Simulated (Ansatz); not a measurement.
A distorted cell of BAs (zinc blende):

```
BAs
1.0
    0.00000     2.44669     2.44669
    2.44669     0.00000     2.44669
    2.44669     2.44669     0.00000
As B
1 1
Direct
  0.75000   0.75000   0.75000
  0.00000   0.00000   0.00000
```

All values below come from PBE (plane waves to 420 eV, PAW, scalar-relativistic; Ansatz, a quantum-chemistry and plane-wave program). k mesh 12×12×12 (Γ-centred), Fermi-Dirac smearing 0.05 eV. Energies are smeared free energies. Compression counts positive. BAs was relaxed with its symmetry unable to fall. The PAW data are Ansatz's earlier set.

Problem. What is the stress tensor (GPa)?

Solution. 
```
   -6.1      0.0      0.0
    0.0     -6.1      0.0
    0.0      0.0     -6.1
```
The pressure, a third of the trace, is -6.1 GPa.

Problem. It is the relaxed cell deformed to V/V₀ = 1.053, (c/a)/(c/a)₀ = 1.000, c along z, fractional positions held. What is its energy relative to the relaxed cell?

Solution. 14.8 meV/atom.

(Under strain, the slope of the energy per volume gives the stress and its curvature an elastic modulus.)
